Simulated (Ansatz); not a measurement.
LiGeN in space group P6_3mc (No. 186; Li on 2b, Ge on 2a, N on 2b), PBE (plane waves, PAW; program Ansatz). The conduction-band minimum lies at M, with 3 equivalent valleys. Second derivatives d²E/dk² of the lowest band at one valley (eV·Å²), along Cartesian directions:

| direction | d²E/dk² |
|---|---|
| [100] | 15.41 |
| [010] | 17.64 |
| [001] | 11.23 |
| [110] | 16.53 |
| [101] | 13.33 |
| [011] | 14.43 |

Problem. Find the principal effective masses, the density-of-states mass and the conductivity mass.

Solution. Off-diagonal terms follow from H_xy = H[110] − (H_xx + H_yy)/2, and m*/mₑ = 7.620 eV·Å² over each eigenvalue: 0.43, 0.49, 0.68. One valley's DOS mass (m₁m₂m₃)^(1/3) = 0.53, conductivity mass 3/(Σ 1/mᵢ) = 0.52 mₑ.

Problem. What effective density of states Nc follows at 300 K for parabolic valleys?

Solution. Nc = 2.509e19 × 3 × (0.53)^(3/2) ≈ 2.9e19 cm⁻³.

The first step of the workflow began from a Materials Project structure, measured or hypothetical; the Crystallography Open Database copy checked does not list it. Its standing as an ambient phase is unchecked. The PBE relaxation kept the symmetry of its start; whether a distortion lowers the energy is not shown. Scalar-relativistic: spin–orbit coupling is off unless named, which matters more the heavier the elements.

Potentials: the later of the program's two PAW sets.

Edges and masses are those of Kohn–Sham bands, whose gap is no quasiparticle gap.
